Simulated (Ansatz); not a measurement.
Geometry optimisation in Ansatz: input, command and trajectory.

```yaml
crystal:
  lattice:
    - [2.9552489662, 0.0, 0.0]
    - [-1.4776244831, 2.5593206793, 0.0]
    - [0.0, 0.0, 4.7996840672]
  atoms:
    - { symbol: Ti, position: [0.6666666667, 0.3333333333, 0.2676625813] }
    - { symbol: Ti, position: [0.3333333333, 0.6666666667, 0.7323374187] }
    - { symbol: O, position: [0.0, 0.0, 0.0] }
basis:
  ecutwfc: 500
kpoints:
  mp_grid: { grid: [18, 18, 10] }
hamiltonian:
  xc: r2scan
scf:
  occupations: { method: gaussian, width: 0.1 }
output:
  forces: true
  stress: true
  eigenvalues: true
  write_density: true
  write_potential: true
  elf: true
  volumetric_format: npy
relax:
  adjacent_minimum: "off"
  f_tol: 0.005
  max_steps: 80
  cell: { stress_tol: 0.05 }
```

```bash
ansatz run input.yaml --threads 1 --pin off --max-ram 2560MiB --backend cpu --events-out ev --progress --plain --runs-dir out
```

The calculation used DFT r2SCAN, scalar-relativistic, plane waves, PAW (Ansatz 0.2.0).

Of 5 frames 4 are shown, positions in Å and forces in eV/Å; the SCF threshold varies from step to step. Steps run on the plane waves of an earlier cell, with a Pulay correction in the pressure. The basis is chosen afresh for the last frame, the zero of the energies, and at times for earlier ones too; energy and pressure step there, also at an unchanged geometry. The mark taken_back stands on steps that the optimiser undid.

```xyz
3
Lattice="2.9552 0.0000 0.0000 -1.4776 2.5593 0.0000 0.0000 0.0000 4.7997" Properties=species:S:1:pos:R:3:forces:R:3 pbc="T T T" step=1 free_energy_over_end_meV_per_atom=0.23 pressure_GPa=0.18
Ti    1.4776    0.8531    1.2847    0.0000    0.0000    0.0800
Ti    0.0000    1.7062    3.5150    0.0000    0.0000   -0.0800
O     0.0000    0.0000    0.0000    0.0000    0.0000    0.0000
3
Lattice="2.9496 0.0000 0.0000 -1.4748 2.5544 0.0000 0.0000 0.0000 4.8086" Properties=species:S:1:pos:R:3:forces:R:3 pbc="T T T" step=2 free_energy_over_end_meV_per_atom=0.04 pressure_GPa=0.49
Ti    1.4748    0.8515    1.2917    0.0000    0.0000    0.0264
Ti    0.0000    1.7029    3.5169    0.0000    0.0000   -0.0264
O     0.0000    0.0000    0.0000    0.0000    0.0000    0.0000
3
Lattice="2.9551 0.0000 0.0000 -1.4776 2.5592 0.0000 0.0000 0.0000 4.8199" Properties=species:S:1:pos:R:3:forces:R:3 pbc="T T T" step=3 free_energy_over_end_meV_per_atom=0.19 pressure_GPa=-0.79 taken_back
Ti    1.4776    0.8531    1.2986    0.0000    0.0000   -0.0510
Ti    0.0000    1.7061    3.5213    0.0000    0.0000    0.0510
O     0.0000    0.0000    0.0000    0.0000    0.0000    0.0000
3
Lattice="2.9514 0.0000 0.0000 -1.4757 2.5560 0.0000 0.0000 0.0000 4.8140" Properties=species:S:1:pos:R:3:forces:R:3 pbc="T T T" step=5 free_energy_over_end_meV_per_atom=0.00 pressure_GPa=-0.01
Ti    1.4757    0.8520    1.2944    0.0000    0.0000    0.0015
Ti    0.0000    1.7040    3.5196    0.0000    0.0000   -0.0015
O     0.0000    0.0000    0.0000    0.0000    0.0000    0.0000
```

The run took 2.4 min on 1 thread of Arm Neoverse V1 (shared host), peak memory 0.63 GiB.

Spin polarisation was left out, and a magnetic state may lie lower.